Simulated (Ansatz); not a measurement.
# Profile along the N–W line in W3N4 (space group Pm-3m)

W₃N₄ (space group Pm-3m)

```cif
data_N4W3
_chemical_formula_sum 'N4 W3'
_space_group_name_H-M_alt 'P 1'
_space_group_IT_number 1
_cell_length_a 4.21545
_cell_length_b 4.21545
_cell_length_c 4.21545
_cell_angle_alpha 90.000
_cell_angle_beta 90.000
_cell_angle_gamma 90.000
loop_
_space_group_symop_operation_xyz
  'x, y, z'
loop_
_atom_site_label
_atom_site_type_symbol
_atom_site_fract_x
_atom_site_fract_y
_atom_site_fract_z
_atom_site_occupancy
N1 N 0.50000 0.50000 0.50000 1
N2 N 0.50000 0.00000 0.00000 1
N3 N 0.00000 0.50000 0.00000 1
N4 N 0.00000 0.00000 0.50000 1
W1 W 0.50000 0.50000 0.00000 1
W2 W 0.00000 0.50000 0.50000 1
W3 W 0.50000 0.00000 0.50000 1
```

Fields along a shortest N–W line of a {110} plane (2.11 Å), from N to W, interpolated on the slice's grid (step about 0.2 Å). The numbers are results of PBE (plane waves to 420 eV, PAW, scalar-relativistic; Ansatz, a quantum-chemistry and plane-wave program), not measurements. k mesh 11×11×11. Near the nuclei the fields are pseudised (PAW); where an atom keeps semicore shells as valence, they peak there. Spin-orbit coupling is left out, though W is heavy. W3N4 is run without spin polarisation. W3N4 was relaxed with its symmetry unable to fall.

```
distance from N (Å)  valence electron density (e/Å³)  electron localisation function
-------------------  -------------------------------  ------------------------------
0.00                                            3.59                               x
0.21                                            3.57                               x
0.42                                            2.85                            0.67
0.63                                            1.56                            0.81
0.84                                            0.87                            0.59
1.05                                            0.71                            0.22
1.27                                            1.34                            0.33
1.48                                            3.30                            0.65
1.69                                            5.19                            0.58
1.90                                            4.66                               x
2.11                                            3.52                               x
```

x: too close to a nucleus for the ELF to mean much.

Density on the N–W line (2.11 Å) at its density minimum, 1.0 Å from N: 0.70 e/Å³. ELF at that point: 0.3.
